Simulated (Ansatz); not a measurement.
LiNbO3:
Space group R-3, hexagonal axes (No. 148); a = b = 5.1457 Å, c = 13.8573 Å, α = β = 90.00°, γ = 120.00°

```tsv
atom	site	symmetry	x	y	z
Li	6c	3.	0.0000	0.0000	0.3567
Nb	6c	3.	0.0000	0.0000	0.1441
O	18f	1	0.3147	0.0255	0.2456
```
(The calculation used a cell of 10 atoms; values per cell refer to that cell.)

Relaxed at zero pressure with the program Ansatz at the LDA level (PAW).

Q: The volume is raised by 3 % and shape and atoms relax at that volume. What pressure results, and how do the axes share the change?

A: -2.5 GPa; a 0.6 %, b 0.6 %, c 1.7 %; the energy rises by 3 meV/atom.

Q: Give the new structure.

A: 
Space group R-3, hexagonal axes (No. 148); a = 5.1780 Å, b = 5.1780 Å, c = 14.0955 Å, α = 90.00°, β = 90.00°, γ = 120.00°

```
atom  site  symmetry       x       y       z
----  ----  --------  ------  ------  ------
Li      6c        3.  0.0000  0.0000  0.3565
Nb      6c        3.  0.0000  0.0000  0.1448
O      18f         1  0.3160  0.0289  0.2445
```

The phase is kept; no other phase was compared at this pressure.

The first step of the workflow began from a Materials Project structure, measured or hypothetical; the Crystallography Open Database files this formula in space group No. 148, but the cells were not matched. It is not the phase usual at ambient conditions (space group No. 161). Symmetry was held in the LDA relaxation; phonons on a q-mesh show no instability. The run is not spin-polarised.

Potentials: the later of the program's two PAW sets.
